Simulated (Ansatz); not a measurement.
The structure is an experimental refinement, used without relaxation.

Below is the log of a run of Ansatz 0.2.0.

```
basis.fft_grid_basis auto: the FFT boxes are laid along the combinations [[1, 0, -1], [0, 1, -1], [0, 0, 1]] of the cell's own vectors, 3.991, 3.991 and 7.954 Å long. The dense box has 25×25×48 points. Along the cell's own vectors, as sized, it would have 48×48×48, 3.69 times as many. Of the 12 symmetry operations that the crystal satisfies within crystal.symmetry.tolerance (time reversal apart; of a slab, those that keep its plane) the dense box along the cell's own vectors carries 12, and the one as laid loses 8 of those. basis.fft_grid_basis: typed keeps the cell's own vectors: state it where this run's energies or levels are differenced outside the engine with another run's, or held beside a run that keeps those vectors.
hamiltonian.pseudopotentials.datasets: crystal makes datasets for this crystal and solves the spheres of its atoms anew in each pass: cutoff 340.0 eV, the density's 1360.0 eV; for an error of 0.50 meV an atom under PBE, 2.0 meV for the cell; an energy difference from a run of another recipe may be off by several times the error for the cell, under r2SCAN by more, where some 0.1 meV an atom stays at smaller errors; S in spheres of 1.344 Å, 6 of its electrons in bands; Rb in spheres of 1.376 Å, 9 of its electrons in bands; Lu in spheres of 1.376 Å, 25 of its electrons in bands
Rb, Lu: output.efg is read without spin–orbit coupling, which moves field gradients at and beside such atoms by some per cent and up to a factor of two; PAW files take it under magnetization.noncollinear and magnetization.spin_orbit
Engine: ansatz 0.2.0
Pseudopotentials: kind: all_electron
Pseudopotential: Rb, paw, valence charge 9, recommended cutoff 340 eV (normal), Koelling and Harmon's equation, gaussian nucleus
Pseudopotential: Lu, paw, valence charge 25, recommended cutoff 340 eV (normal), Koelling and Harmon's equation, gaussian nucleus
Pseudopotential: S, paw, valence charge 6, recommended cutoff 340 eV (normal), Koelling and Harmon's equation, gaussian nucleus
Functional definition: PBEsol
  exchange = pbesol_x
  correlation = pbesol_c
Crystal: 4 atoms, lattice volume = 105.010 Å³
Basis set: ecut = 340 eV, 1457 PW (Γ), FFT grids on a1−a3, a2−a3, a3, exchange–correlation on 50×50×96 points (8 copies of the dense FFT grid, shifted against one another)
Bands: 28, of which v1, the nominal top of the filled ones, is band 23 counted from 1 (22 counted from 0)
Symmetry: 12 space group operations
Space group: R-3m (ITA 166), of the structure as read, at distance tolerance 4.7e-5 Å
k-points: 85 of 729
Non-local potential: Rb, projectors of the file, l = 0: 2, l = 1: 2, l = 2: 2
Non-local potential: Lu, projectors of the file, l = 0: 2, l = 1: 2, l = 2: 1, l = 3: 2
Non-local potential: S, projectors of the file, l = 0: 1, l = 1: 1, l = 2: 2
PAW form: soft (Blöchl's): semilocal exchange-correlation on the pseudo side does not see the compensation charge
PAW one-centre angular grid: Rb, 110 points (default); XC on its mesh's 1897 points in the sphere
PAW one-centre angular grid: Lu, 590 points (default); XC on its mesh's 1827 points in the sphere
PAW one-centre angular grid: S, 110 points (default); XC on its mesh's 1981 points in the sphere
Initial density: superposition of atomic densities (neutral atoms: chi_scale 0, normalization atom)
Initial wavefunctions: pseudopotential atomic-orbital guess
Functional: x = pbesol(κ = 0.804, μ = 0.12345679012345678), c = pbesol(β = 0.046)
iter 1 solved again at ethr=7.82e-3 eV; its pass at ethr=1.00e-1 eV (dr2=3.60e0 eV) is discarded
SCF iter   1: F=—  HF=-498893.900985 eV  |F-HF|=—  |Δ(HF+E_count)|=         —  Δρ=3.88e-2  dr2=3.58e0  ethr=7.82e-3  ⟨swp⟩=3.7  Hψ=11554  notcnv=0
preconditioner: auto → Resta (q_TF=auto, 2.378 Å⁻¹)  ε∞=4.4  [insulator: Δε(μ)=3.247 eV  Ē_g=13.089 eV  σ=0.010 eV  W_gap=1.00  n_scr=28 (ndim 8)  ℏωp=24.0 eV  f_vac=0.000  D(μ)=0.00/eV (n_scr^D=0)  ε∞_Penn≈4.4]
SCF iter   2: F=—  HF=-498893.019699 eV  |F-HF|=—  |Δ(HF+E_count)|=   8.81e-1  Δρ=1.77e-2  dr2=6.92e-1  ethr=7.78e-3  ⟨swp⟩=3.9  Hψ=5803  notcnv=0  defer=31
iter 3 solved again at ethr=1.46e-4 eV; its pass at ethr=1.50e-3 eV (dr2=6.71e-2 eV) is discarded
SCF iter   3: F=—  HF=-498892.852588 eV  |F-HF|=—  |Δ(HF+E_count)|=   1.67e-1  Δρ=7.02e-3  dr2=6.70e-2  ethr=1.46e-4  ⟨swp⟩=2.6  Hψ=11415  notcnv=0  defer=16
SCF iter   4: F=—  HF=-498892.850531 eV  |F-HF|=—  |Δ(HF+E_count)|=   2.06e-3  Δρ=4.32e-3  dr2=2.35e-2  ethr=1.46e-4  ⟨swp⟩=4.1  Hψ=6317  notcnv=0  defer=20
SCF iter   5: F=—  HF=-498892.842674 eV  |F-HF|=—  |Δ(HF+E_count)|=   7.86e-3  Δρ=1.14e-3  dr2=2.25e-3  ethr=5.11e-5  ⟨swp⟩=4.6  Hψ=6396  notcnv=0  defer=12
SCF iter   6: F=—  HF=-498892.845426 eV  |F-HF|=—  |Δ(HF+E_count)|=   2.75e-3  Δρ=3.50e-4  dr2=2.20e-4  ethr=4.90e-6  ⟨swp⟩=4.2  Hψ=6442  notcnv=0  defer=18
SCF iter   7: F=—  HF=-498892.845589 eV  |F-HF|=—  |Δ(HF+E_count)|=   1.63e-4  Δρ=1.97e-4  dr2=5.36e-5  ethr=4.79e-7  ⟨swp⟩=3.0  Hψ=6606  notcnv=0  defer=1
SCF iter   8: F=—  HF=-498892.845625 eV  |F-HF|=—  |Δ(HF+E_count)|=   3.57e-5  Δρ=4.17e-5  dr2=4.14e-6  ethr=1.17e-7  ⟨swp⟩=3.1  Hψ=6204  notcnv=0  defer=2
SCF iter   9: F=—  HF=-498892.845626 eV  |F-HF|=—  |Δ(HF+E_count)|=   6.40e-7  Δρ=1.25e-5  dr2=3.44e-7  ethr=9.01e-9  ⟨swp⟩=3.0  Hψ=5785  notcnv=0  defer=1
SCF iter  10: F=-498892.845626 eV  HF=-498892.845626 eV  |F-HF|=1.72e-8  |Δ(HF+E_count)|=   3.76e-7  Δρ=3.14e-6  dr2=2.17e-8  ethr=7.47e-10  ⟨swp⟩=3.0  Hψ=5370  notcnv=0
SCF 1 converged in 10 iterations: F = -498892.845627 eV  dr2 = 2.17e-8
  Residual-converged pass: ⟨swp⟩=4.0  Hψ=5674  notcnv=0  max |occ|·‖R‖ = 6.7e-6 eV (tolerance 6.7e-6 eV)  dr2=2.19e-8  dr2_onsite=2.38e-8  max |Δocc| = 0.0e0
  greatest PAW one-centre occupation: 0.996 electrons in one spin orbital (limit 2), on the Lu atom at site 1 (counted from 0), in its partial waves of l = 0
NSCF: frozen V_eff on 65 k-points
SCF converged after 10 iterations
Free energy (F): -498892.845627 eV
Harris-Foulkes:  -498892.845627 eV  (|F-HF|=1.72e-8)
Internal energy: -498892.845627 eV  (E = F + TS)
E sigma→0 (E₀):  -498892.845627 eV
Past the cutoff: the bands carry plane waves up to 1.75 times it, of which those up to 1.5 times it add -0.000314 eV an atom, each by itself; the spheres take 0.000127 eV an atom off the energy for waves past 1.75 times it
By the cutoff:   a pressure is off by up to 0.005 GPa (1.2 times the spheres' own share and the shells' term, over an atom's volume, and 0.004 GPa: a bound that held against runs at twice the plane waves)
Past the cutoffs: a stress includes 0.0014 GPa for waves and charges beyond them, in addition to the slope of what the spheres take
In the spheres:  the bands' charges fall short by 7.2e-7 e at most (sound up to 1e-3)
Fermi energy:    9.282272 eV
--- Per-component energies (eV) ---
  The terms above E_closure are by the made datasets' own strengths, without shells solved beside the bands.
--- Forces (eV/Å), atoms counted from 1 ---
  atom   1  Rb    -0.00000000     0.00000000    -0.00000000
  atom   2  Lu    -0.00000000     0.00000000     0.00000000
  atom   3  S     -0.00000000    -0.00000000    -0.19772137
  atom   4  S      0.00000000     0.00000000     0.19772137
  max |Σ_I F_I| component: 1.16e-18 eV/Å
--- Stress (GPa, compression-positive) ---
       -2.166750       0.000000      -0.000000
        0.000000      -2.166750       0.000000
       -0.000000       0.000000      -1.872571
  P = ⅓ Tr σ = -2.0687 GPa (-20.687 kbar)
--- PAW observables at the nuclei: V_zz in 10²¹ V/m², potentials from the cell's mean, atoms counted from 1 ---
  atom   1  Rb V_zz =    -6.710598   η = 0.0000   by run symmetry: allowed
            electrostatic potential = -5305.483096 V   contact ρ = 361413.645586 e/Å³
  atom   2  Lu V_zz =    +4.490760   η = 0.0000   by run symmetry: allowed
            electrostatic potential = -13861.002421 V   contact ρ = 6952875.080637 e/Å³
  atom   3  S  V_zz =    -0.411403   η = 0.0000   by run symmetry: allowed
            electrostatic potential = -1633.283983 V   contact ρ = 19715.941346 e/Å³
  atom   4  S  V_zz =    -0.411403   η = 0.0000   by run symmetry: allowed
            electrostatic potential = -1633.283983 V   contact ρ = 19715.941346 e/Å³
--- Band table (eV; the first three rows and the last of 85) ---
  k-point 0: bands = ["-46.8229", "-17.7618", "-17.5566", "-17.4513", "-17.4513", "-3.4946", "-3.0952", "-1.6622", "-1.6622", "-1.2715", "4.3864", "4.3864", "4.4058", "4.4212", "4.4394", "4.4394", "4.4699", "4.9306", "6.4831", "6.4831", "7.9161", "8.1796", "8.1796", "11.2615", "11.7472"]
  k-point 1: bands = ["-46.8226", "-17.7549", "-17.5538", "-17.4651", "-17.4543", "-3.4270", "-3.0544", "-1.7285", "-1.6805", "-1.3179", "4.3843", "4.3902", "4.4088", "4.4223", "4.4299", "4.4389", "4.4638", "5.0857", "6.3393", "6.5267", "7.5894", "7.9224", "8.0165", "11.5684", "11.6481"]
  k-point 2: bands = ["-46.8218", "-17.7372", "-17.5467", "-17.4997", "-17.4619", "-3.2480", "-2.9694", "-1.8668", "-1.7263", "-1.4284", "4.3818", "4.3992", "4.4095", "4.4228", "4.4277", "4.4381", "4.4505", "5.3871", "6.0514", "6.6270", "6.6624", "7.6814", "7.8149", "11.2895", "12.2086"]
  k-point 84: bands = ["-46.8226", "-17.7564", "-17.5520", "-17.4651", "-17.4543", "-3.6496", "-2.6575", "-1.7004", "-1.6806", "-1.5544", "4.3833", "4.3897", "4.3927", "4.4222", "4.4331", "4.4388", "4.4639", "5.4451", "6.1659", "6.5575", "7.4489", "7.6578", "7.9525", "11.5070", "12.1401"]
```

The cell and starting positions:

```
CELL_PARAMETERS angstrom
1.99550 1.15210 7.61267
-1.99550 1.15210 7.61267
0.00000 -2.30420 7.61267
ATOMIC_POSITIONS crystal
Rb 0.00000 0.00000 0.00000
Lu 0.50000 0.50000 0.50000
S 0.23030 0.23030 0.23030
S 0.76970 0.76970 0.76970
```

Parts of the input that the log doesn't repeat:

```yaml
  band_path:
    path:
      - [0.0, 0.0, 0.0]
      - [0.5, 0.5, 0.5]
      - [0.8180641346, 0.1819358654, 0.5]
      - [0.5, -0.1819358654, 0.1819358654]
      - [0.5, 0.0, 0.0]
      - [0.0, 0.0, 0.0]
      - [0.3409679327, -0.3409679327, 0.0]
      - [0.6590320673, 0.0, 0.3409679327]
      - [0.5, 0.0, 0.5]
    npoints: 8
output:
  forces: true
  stress: true
  eigenvalues: true
  efg: { contact_densities: true }
```

Write the input that produced this log.


```yaml
crystal:
  lattice:
    - [1.9954984008, 1.1521015389, 7.61267]
    - [-1.9954984008, 1.1521015389, 7.61267]
    - [0.0, -2.3042030777, 7.61267]
  atoms:
    - { symbol: Rb, position: [0.0, 0.0, 0.0] }
    - { symbol: Lu, position: [0.5, 0.5, 0.5] }
    - { symbol: S, position: [0.2303, 0.2303, 0.2303] }
    - { symbol: S, position: [0.7697, 0.7697, 0.7697] }
kpoints:
  mp_grid: { grid: [9, 9, 9] }
  band_path:
    path:
      - [0.0, 0.0, 0.0]
      - [0.5, 0.5, 0.5]
      - [0.8180641346, 0.1819358654, 0.5]
      - [0.5, -0.1819358654, 0.1819358654]
      - [0.5, 0.0, 0.0]
      - [0.0, 0.0, 0.0]
      - [0.3409679327, -0.3409679327, 0.0]
      - [0.6590320673, 0.0, 0.3409679327]
      - [0.5, 0.0, 0.5]
    npoints: 8
scf:
  occupations: { method: fermi_dirac, width: 0.01 }
hamiltonian:
  xc: pbesol
  pseudopotentials: { kind: all_electron, datasets: crystal }
output:
  forces: true
  stress: true
  eigenvalues: true
  efg: { contact_densities: true }
```
This is the input that was run; digits and keys that the log doesn't show could differ in an equivalent one.
